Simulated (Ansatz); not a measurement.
MoS$_{2}$ (3R-MoS2 type, space group R3m)

```xyz
3
Lattice="1.5578 0.8994 5.7855 -1.5578 0.8994 5.7855 0.0000 -1.7988 5.7855" Properties=species:S:1:pos:R:3 pbc="T T T"
Mo     0.0000     0.0000     0.0007
S      0.0000     0.0000    13.1296
S      0.0000     0.0000    10.0110
```

In each cell atom 3 (S, nearest neighbour Mo at 2.381 Å; its periodic images, 3.1 Å or more away, move with it) moves by s·(0.707, 0.707, 0.000) (along Cartesian [110]), the rest being held.

The numbers are results of PBEsol-D3(BJ) (plane waves to 420 eV, PAW, scalar-relativistic; Ansatz, a program for electronic structure), not measurements. k mesh 10×10×10 (Γ-centred), Fermi-Dirac smearing 0.05 eV. E stands for the smeared free energy. MoS2 is run without spin polarisation. MoS2 was relaxed with its symmetry unable to fall. This is one of several known forms of MoS2; the measured ambient cells at hand have space group No. 194. ΔE is measured from the undisplaced structure.

Successive frames, forces in eV/Å:

| frame | ΔE (meV/cell) | F on Mo1 | F on S2 | F on S3 |
|---|---|---|---|---|
| s = -0.096 Å | 50 | (-0.773, -0.725, 0.115) | (-0.002, 0.012, 0.002) | (0.775, 0.713, -0.117) |
| s = 0.000 Å | 0 | (0.000, 0.000, 0.000) | (0.000, 0.000, 0.000) | (0.000, 0.000, 0.000) |
| s = 0.096 Å | 47 | (0.678, 0.725, 0.104) | (-0.027, -0.012, 0.002) | (-0.651, -0.713, -0.106) |

Problem. What are the energy and the forces in the next frame, s = 0.192 Å?

Solution. ΔE (meV/cell) = 182.

```csv
atom,Fx,Fy,Fz
Mo1,1.247,1.436,0.393
S2,-0.080,-0.023,0.009
S3,-1.167,-1.413,-0.402
```

(A displaced cell: forces are minus the slopes of the energy, force constants its curvatures, and phonons follow from these.)
